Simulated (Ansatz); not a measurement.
Method: DFT, PBEsol, plane waves (420 eV) with PAW, scalar-relativistic (Ansatz). (PAW data from PBE, frozen cores regenerated.)

An element in the simple cubic structure gives this curve. The cell is scaled uniformly from the relaxed one, with fractional coordinates and shape fixed. Energies are extrapolated to zero smearing, pressures are those at the given smearing. Magnetic state: spin not included.

```json
{"V (Å³/atom)": "5.813", "E − E₀ (meV/atom)": "88.0", "P (GPa)": "39.17"}
{"V (Å³/atom)": "6.077", "E − E₀ (meV/atom)": "36.7", "P (GPa)": "23.71"}
{"V (Å³/atom)": "6.341", "E − E₀ (meV/atom)": "8.7", "P (GPa)": "10.89"}
{"V (Å³/atom)": "6.605", "E − E₀ (meV/atom)": "0.0", "P (GPa)": "0.23"}
{"V (Å³/atom)": "6.870", "E − E₀ (meV/atom)": "7.3", "P (GPa)": "-8.64"}
{"V (Å³/atom)": "7.134", "E − E₀ (meV/atom)": "28.0", "P (GPa)": "-16.01"}
{"V (Å³/atom)": "7.398", "E − E₀ (meV/atom)": "59.8", "P (GPa)": "-22.14"}
```

**Question.** Which element is it?
A. chromium
B. beryllium
C. boron
D. manganese

**Answer.** C. Its fit is V₀ = 6.61 Å³/atom, B₀ = 242 GPa, B₀′ = 3.6.
